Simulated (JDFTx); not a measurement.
An input for JDFTx (a modified build) (GeH3 (SMILES [GeH3]), charge 0, multiplicity 2, linear PCM (GLSSA13), chloroform, no salt; bohr, hartree) and the course of its log:

```
lattice \
  18.8972612463 0.0000000000 0.0000000000 \
  0.0000000000 18.8972612463 0.0000000000 \
  0.0000000000 0.0000000000 15.5902405282
coords-type Cartesian
ion Ge -0.3211709549 -0.3578150025 -0.6323635328 0
ion H 2.2061540910 -1.0569075970 0.6323635328 0
ion H -0.9795646033 2.1823326037 0.6291597776 0
ion H -2.2061540910 -2.1823326037 0.6307798865 0
ion-species pseudo/ge_pbe_v1.4.upf
ion-species pseudo/h_pbe_v1.4.upf
elec-cutoff 20 100
elec-ex-corr gga-PBE
symmetries none
elec-n-bands 9
spintype z-spin
elec-initial-magnetization 1 yes
electronic-scf nIterations 100 energyDiffThreshold 1e-8
fluid LinearPCM
pcm-variant GLSSA13
fluid-solvent CHCl3
fluid-minimize nIterations 400 knormThreshold 1e-11
wavefunction read s0.wfns 12
dump-name s4.$VAR
dump End State Ecomponents EigStats BandEigs Forces ElecDensity IonicPositions FluidDebug
```

```
[one cycle in 5 is shown, and the last three; fluid-solver lines are left out]
SCF: Cycle:  0   Etot: -93.862729218747319   dEtot: +2.182e+00   |Residual|: 4.327e-01   |deigs|: 4.192e-02
SCF: Cycle:  5   Etot: -96.042153035933708   dEtot: -2.683e-03   |Residual|: 6.891e-02   |deigs|: 1.695e-02
SCF: Cycle: 10   Etot: -96.044706762676185   dEtot: -2.485e-04   |Residual|: 2.112e-02   |deigs|: 2.481e-03
SCF: Cycle: 15   Etot: -96.044479094288647   dEtot: -3.856e-05   |Residual|: 7.355e-04   |deigs|: 1.027e-04
SCF: Cycle: 20   Etot: -95.785018372572537   dEtot: -2.094e-01   |Residual|: 1.381e-01   |deigs|: 2.023e-03
SCF: Cycle: 25   Etot: -95.420337827990750   dEtot: +1.466e-01   |Residual|: 2.718e-01   |deigs|: 2.223e-02
SCF: Cycle: 30   Etot: -96.043991895343026   dEtot: -1.239e-03   |Residual|: 2.767e-02   |deigs|: 8.177e-03
SCF: Cycle: 35   Etot: -95.659090765984203   dEtot: -3.090e-01   |Residual|: 1.695e-01   |deigs|: 5.683e-02
SCF: Cycle: 40   Etot: -96.044666722003655   dEtot: -6.287e-04   |Residual|: 6.923e-03   |deigs|: 1.112e-03
SCF: Cycle: 45   Etot: -96.044792780079206   dEtot: +5.949e-05   |Residual|: 3.783e-03   |deigs|: 6.482e-04
SCF: Cycle: 50   Etot: -96.042887539834084   dEtot: -4.837e-02   |Residual|: 7.622e-03   |deigs|: 7.595e-03
SCF: Cycle: 55   Etot: -93.625892527694191   dEtot: +2.419e+00   |Residual|: 4.994e-01   |deigs|: 8.609e-02
SCF: Cycle: 60   Etot: -95.920821097388625   dEtot: -2.488e-01   |Residual|: 6.347e-02   |deigs|: 6.830e-03
SCF: Cycle: 65   Etot: -96.045002597903391   dEtot: -5.844e-05   |Residual|: 1.092e-03   |deigs|: 2.271e-05
SCF: Cycle: 70   Etot: -95.659138035445238   dEtot: -1.595e+00   |Residual|: 1.714e-01   |deigs|: 7.362e-02
SCF: Cycle: 75   Etot: -96.026028508085730   dEtot: -1.466e-01   |Residual|: 2.009e-02   |deigs|: 2.052e-02
SCF: Cycle: 80   Etot: -96.044913688914178   dEtot: -2.592e-05   |Residual|: 1.154e-03   |deigs|: 1.271e-05
SCF: Cycle: 85   Etot: -95.741151909616562   dEtot: -1.546e+00   |Residual|: 1.429e-01   |deigs|: 8.392e-02
SCF: Cycle: 90   Etot: -95.933597822449713   dEtot: -1.940e-01   |Residual|: 5.251e-02   |deigs|: 3.640e-03
SCF: Cycle: 95   Etot: -95.651108596621384   dEtot: +9.431e-02   |Residual|: 1.831e-01   |deigs|: 3.970e-02
SCF: Cycle: 97   Etot: -95.591013726077875   dEtot: +3.908e-02   |Residual|: 2.073e-01   |deigs|: 4.487e-03
SCF: Cycle: 98   Etot: -95.418987168536560   dEtot: +1.720e-01   |Residual|: 2.594e-01   |deigs|: 3.628e-02
SCF: Cycle: 99   Etot: -95.596149865853420   dEtot: -1.772e-01   |Residual|: 2.015e-01   |deigs|: 4.166e-02
SCF: None of the convergence criteria satisfied after 100 iterations.
IonicMinimize: Iter:   0  Etot: -95.596149865853420  |grad|_K:  0.000e+00
IonicMinimize: Converged (|grad|_K<1.000000e-04).
```

This run gave no converged result. The electronic loop ended without meeting its threshold, so the last energy, chemical potential and forces aren't results.
